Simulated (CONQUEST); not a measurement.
Consider a self-consistent single point of C (P6_3/mmc, 8 atoms in the cell; from Materials Project mp-48, changed as shown).

```xyz
8
Lattice="2.5166 0.0000 0.0000 0.0000 4.3589 0.0000 0.0000 0.0000 7.9591" Properties=species:S:1:pos:R:3 pbc="T T T"
C      0.0000     0.0000     1.9898
C      0.0000     0.0000     5.9693
C      0.0000     1.4530     1.9898
C      1.2583     0.7265     5.9693
C      1.2583     2.1795     1.9898
C      1.2583     2.1795     5.9693
C      1.2583     3.6324     1.9898
C      0.0000     2.9060     5.9693
```

Method: CONQUEST 1.3 with LDA (PW92), numerical atomic orbitals double-zeta with polarisation (the shipped basis), PseudoDojo norm-conserving potentials made for LDA.

CONQUEST settings:

| setting | value |
|---|---|
| basis | DZP |
| Diag.MPMeshX, Y, Z | 10 6 4 |
| potentials | PseudoDojo norm-conserving LDA |
| Grid.GridCutoff | 140 Ha |
| DM.SolutionMethod | diagon |
| Diag.kT | 0.004998 Ha |
| Diag.GammaCentred | true |
| minE.SCTolerance | 1.0e-06 |
| SC.MaxIters | 100 |
| SC.LinearMixingFactor | 0.5 |
| SC.KerkerPreCondition | true |
| SC.KerkerFactor | 0.3 1/bohr |
| AtomMove.TypeOfRun | static |

Results:

```
Property                                                 Result
------------------------------------------------  -------------
Number of valence electrons                                  32
Number of bands                                             104
Number of k-points after the program's reduction            173
Size of the basis                                           104
Number of SCF iterations                                     12
FFT grid                                           32 × 48 × 96
Free energy E − TS                                -1311.1769 eV
Pressure                                             -14.17 GPa
```

For comparison: a first run was changed to give this one (lattice scaled by 1.02), and from it to this one the free energy rises by 31.2 meV/atom and the pressure goes from -1.16 to -14.17 GPa.

The program uses no crystal symmetry, so grid and mesh can part values that symmetry would make equal. The atom-centred basis is finite, which shifts total energies and pressures against plane waves. The structure comes from a collection of computed structures, made at another level of theory; the collection holds predicted forms beside known ones.

Cost on one core: roughly 2.3 core-minutes.
